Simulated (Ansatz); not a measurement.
GaNi3N:
```yaml
crystal:
  lattice:
    - [3.74476, 0.00000, 0.00000]
    - [0.00000, 3.74476, 0.00000]
    - [0.00000, 0.00000, 3.74476]
  atoms:
    - { symbol: Ga, position: [0.00000, 0.00000, 0.00000] }
    - { symbol: N, position: [0.50000, 0.50000, 0.50000] }
    - { symbol: Ni, position: [0.00000, 0.50000, 0.50000] }
    - { symbol: Ni, position: [0.50000, 0.50000, 0.00000] }
    - { symbol: Ni, position: [0.50000, 0.00000, 0.50000] }
```

Relaxed with r²SCAN. Special points in fractions of this cell's reciprocal vectors: Γ (0.000, 0.000, 0.000); X (0.000, 0.500, 0.000); M (0.500, 0.500, 0.000); R (0.500, 0.500, 0.500).

Task: List the band energies nearest the Fermi level at these points for the program Ansatz at the r²SCAN with spin–orbit coupling level (PAW).

Result: In eV from the Fermi level; about four levels below and three above (degenerate sets whole), none deeper than 8.9 eV; points with the same levels are listed once.

```tsv
k	below	above
Γ	-1.00 -1.00 -1.00 -1.00 -0.75 -0.75	1.11 1.11 1.98 1.98
X	-0.89 -0.89 -0.81 -0.81	1.42 1.42 1.50 1.50
M	-0.50 -0.50 -0.10 -0.10	3.60 3.60 3.64 3.64
R	-0.96 -0.96 -0.96 -0.96	0.77 0.77 0.77 0.77
```

Space group Pm-3m (anti-perovskite). A made-up cell: these elements were put on the sites of a structure type; neither database checked (COD, Materials Project) lists it. Its standing as an ambient phase is unchecked. The r²SCAN relaxation kept the symmetry of its start; whether a distortion lowers the energy is not shown. The workflow began spin-polarised and lost its moments.

Potentials: the later of the program's two PAW sets.
